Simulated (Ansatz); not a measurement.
**Pb: pressure against volume**

Pb, Fm-3m, a = 4.959 Å. Ansatz: PBE+D3(BJ), PAW, 420 eV, Γ-centred 14×14×14 mesh on 1 atom, Gaussian smearing 0.10 eV; no spin polarisation. Symmetry fixes shape and atoms, so the cell is only scaled; pressure is positive in compression.

| V (Å³/atom) | P (GPa) |
| --- | --- |
| 26.830 | 7.97 |
| 27.745 | ? |
| 28.660 | 3.27 |
| 29.574 | 1.48 |
| 30.489 | -0.01 |
| 31.404 | -1.24 |
| 32.318 | -2.27 |
| 33.538 | -3.30 |

Problem. Take V0 = 30.489 Å³/atom, count pressures from its P0 = -0.01 GPa, fit the third-order Birch–Murnaghan form to the other rows, and predict the missing pressure.

Solution. With the Eulerian strain f = ½[(V0/V)^(2/3) − 1] and y = (P − P0)/[3f(1 + 2f)^(5/2)], the form is the line y = B0 + 1.5 B0 (B0′ − 4) f. Rows (f, y): 0.04448, 48.3; 0.02105, 46.9; 0.01026, 46.0; -0.00976, 44.1; -0.01905, 43.6; -0.03078, 41.8. Means f = 0.002700, y = 45.117; Σ(Δf)² = 0.003889, ΣΔfΔy = 0.3291; the slope is their ratio. y = 44.89 + 84.63 f GPa, so B0 = 44.9 GPa and B0′ = 4 + 2 × (84.63)/(3 × 44.89) = 5.26. At V = 27.745, f = 0.03245, y = 47.64 and P = 5.42 GPa. The run gave 5.42 GPa, the same to the digits shown.

In 1 of the 8 runs an atom lies near a switch of its D3 coefficient C6 between reference coordination numbers, so the dispersion energy changes steeply there and can bend the curve. Spin–orbit coupling is left out, which can shift energies with elements as heavy as these.

Cost: 8 runs of about 0.34 core-minutes in all, on Arm Neoverse V1 (shared hosts).